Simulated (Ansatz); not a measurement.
Relaxed-ion elastic tensor of SnO₂ (rutile, space group No. 136) in GPa (Voigt order), LDA in the plane-wave PAW code Ansatz; density 7.03 g/cm³, 11.86 Å³ per atom.

```
 248   180   155   0.0   0.0   0.0
 180   248   155   0.0   0.0   0.0
 155   155   431   0.0   0.0   0.0
 0.0   0.0   0.0  94.5   0.0   0.0
 0.0   0.0   0.0   0.0  94.5   0.0
 0.0   0.0   0.0   0.0   0.0   204
```

**Question.** Is the crystal mechanically stable?

**Answer.** Yes: the smallest eigenvalue of C is 68.0 GPa.

**Question.** Work out the Voigt, Reuss and Hill averages.

**Answer.** K_V = 212, K_R = 204, K_H = 208; G_V = 108, G_R = 77.2, G_H = 92.5 GPa.

**Question.** Give Young's modulus, Poisson's ratio, Pugh's ratio and the universal anisotropy index.

**Answer.** E = 9KG/(3K + G) = 242 GPa; ν = 0.31; K/G = 2.25 (ductile by the Pugh limit of 1.75); A_U = 5G_V/G_R + K_V/K_R − 6 = 2.02.

**Question.** Estimate the sound speeds and the Debye temperature.

**Answer.** v_l = √((K + 4G/3)/ρ) = 6860 m/s, v_t = √(G/ρ) = 3630 m/s, mean 4050 m/s; Θ = (h/k)(3n/4πV)^(1/3) v_m = 529 K.

**Question.** Solve the Christoffel equation for the three sound speeds along x, y, z.

**Answer.** Eigenvalues of C_ijkl n_j n_l equal ρv². In km/s, slowest first: x 3.67, 5.39, 5.94; y 3.67, 5.39, 5.94; z 3.67, 3.67, 7.82.

**Question.** How much does each axis shrink under pressure?

**Answer.** Linear compressibilities β_i = Σ_j S_ij (j = 1 to 3): x 2.0, y 2.0, z 0.86 per TPa.

Space group P4_2/mnm (rutile). The cell was relaxed with LDA under the symmetry of its start; phonons on a q-mesh show no instability. Spin–orbit coupling is left out wherever it is not named.

Potentials: the later of the program's two PAW sets.
